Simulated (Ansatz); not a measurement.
CaF2:
Space group P4₂/mnm (No. 136); a = b = 5.155 Å, c = 3.541 Å, α = β = γ = 90.00°

```csv
atom,site,symmetry,x,y,z
Ca,2a,m.mm,0.0000,0.0000,0.0000
F,4f,m.2m,0.3075,0.3075,0.0000
```

Relaxed with PBEsol. 

**Question.** HSE06 on this cell (Ansatz, a quantum-chemistry and plane-wave program, PAW) gives a gap of 9.03 eV. What does PBEsol give?

**Answer.** 6.83 eV.

Cost on shared cores: the PBEsol run (SCF on a 6×6×8 mesh, then bands and DOS) very roughly 50 core-seconds, the HSE06 run (SCF on 3×3×5, then a few points) around 60 core-seconds (rough); the tasks are unlike.

Space group P4_2/mnm (rutile). The cell is a constructed one: a structure type filled with these elements; neither database checked (COD, Materials Project) lists it. It is not the phase usual at ambient conditions (space group No. 225). The PBEsol relaxation kept the symmetry of its start; its stability against distortions is not shown here.

Potentials: the later of the program's two PAW sets.

Ansatz is a plane-wave DFT program.
